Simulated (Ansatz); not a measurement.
MoS₂ in space group P6_3/mmc (No. 194; Mo on 2c, S on 4f), LDA (plane waves, PAW; program Ansatz). The conduction-band minimum lies on the K–Γ line, 46 % of the way from K, with 6 equivalent valleys. Second derivatives d²E/dk² of the lowest band at one valley (eV·Å²), along Cartesian directions:

| direction | d²E/dk² |
|---|---|
| [100] | 12.29 |
| [010] | 14.30 |
| [001] | 16.00 |
| [110] | 15.04 |
| [101] | 14.15 |
| [011] | 15.16 |

**Question.** Find the principal effective masses, the density-of-states mass and the conductivity mass.

**Answer.** Off-diagonal terms follow from H_xy = H[110] − (H_xx + H_yy)/2, and m*/mₑ = 7.620 eV·Å² over each eigenvalue: 0.48, 0.50, 0.68. One valley's DOS mass (m₁m₂m₃)^(1/3) = 0.54, conductivity mass 3/(Σ 1/mᵢ) = 0.54 mₑ.

**Question.** What effective density of states Nc follows at 300 K for parabolic valleys?

**Answer.** Nc = 2.509e19 × 6 × (0.54)^(3/2) ≈ 6.0e19 cm⁻³.

**Question.** With the computed static dielectric constant 12.9 (mean of the diagonal), estimate a hydrogenic donor's binding energy and radius.

**Answer.** E = 13.606 eV × 0.54/12.9² ≈ 44 meV; a = 0.529 Å × ε/m* ≈ 13 Å. Semilocal masses tend to be too small where the gap is.

The cell was relaxed with LDA under the symmetry of its start; phonons on a q-mesh show no instability. No spin polarisation was allowed. A crystal of weakly bound layers computed without a dispersion correction: the cell and the soft elastic constants depend strongly on that. Spin–orbit coupling is left out wherever it is not named.

Potentials: the later of the program's two PAW sets.
